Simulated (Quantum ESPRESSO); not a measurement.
Hf2TaO5F3, convergence and cost over cutoff and k mesh

Simulated, not a measurement. The program is pw.x of Quantum ESPRESSO 7.5 (plane-wave density functional theory). The cell is made up: 11 atoms on a rutile lattice with one site empty, with randomly drawn elements, strain and displacements, not relaxed. PseudoDojo standard norm-conserving files (v0.5 for PBE, v0.4.1 for LDA and PBEsol) set the functional; there is no spin polarisation, spin-orbit coupling or dispersion term, and the masses in the input are unused placeholders.

The hafnium pseudopotential is less sure than the others, with forces about 3 percent (worst 6) and pressure in oxides about 1.5 GPa (worst 2.7) from a second method in checks, which no rerun with the same files tests.

Input of the run in row 2:

```
&control calculation='scf', pseudo_dir='./dojo.nc.sr.pbe.v0_5.standard.upf', outdir='./o', disk_io='medium', tprnfor=.true., tstress=.true. /
&system ibrav=0, nat=11, ntyp=4, nbnd=50, ecutwfc=84.00895049, nosym=.true., tot_charge=0,
 occupations='smearing', smearing='fd', degauss=0.0018374661
/
&electrons conv_thr=7.350e-09, electron_maxstep=60, /
ATOMIC_SPECIES
F 1.0 F.upf
Hf 1.0 Hf.upf
O 1.0 O.upf
Ta 1.0 Ta.upf
CELL_PARAMETERS angstrom
4.74 -0.0037 0.0112
-0.0037 4.7948 0.0292
0.0148 0.0384 6.3705
ATOMIC_POSITIONS angstrom
Hf -0.0077 0.0386 -0.0064
Ta 2.4506 2.3851 1.5953
Hf 2.4166 2.436 4.8086
O 1.4058 1.5109 0.0226
F 3.3313 3.3561 0.033
F 3.8593 0.9104 1.6121
O 0.9291 3.8047 1.631
O 1.4722 1.4927 3.2368
O 3.3148 3.3543 3.253
O 3.8383 0.9981 4.742
F 0.9408 3.9021 4.848
K_POINTS automatic
5 5 4 1 1 1
```

The same cell was run at these settings. Meshes are shifted by half a step, and differences are from the last row, which is itself not exact.

| cutoff (eV) | k mesh | k points solved | threshold (eV) | free energy less the last row's (eV) | pressure (GPa) | largest stress difference (GPa) | largest force difference (eV/Å) | iterations | wall time (s) | k-point pools | processor |
| --- | --- | --- | --- | --- | --- | --- | --- | --- | --- | --- | --- |
| 800 | 2 x 2 x 2 | 4 | 1e-04 | 1.460 | -13.64 | 11.87 | 0.020 | 14 | 54 | 1 | AMD EPYC, Zen 5 class |
| 1143 | 5 x 5 x 4 | 50 | 1e-07 | 0.004 | -1.88 | 0.02 | 0.002 | 18 | 1104 | 1 | AMD EPYC, Zen 5 class |
| 1437 | 7 x 7 x 6 | 147 | 1e-07 | 0.000 | -1.86 | 0.00 | 0.000 | 18 | 3625 | 1 | AMD EPYC, Zen 5 class |

Each pool is one process. Wall times include start-up and a band step at six k points, which weighs most on the coarsest meshes. The runs were on shared virtual cores whose load varied, so times are rough.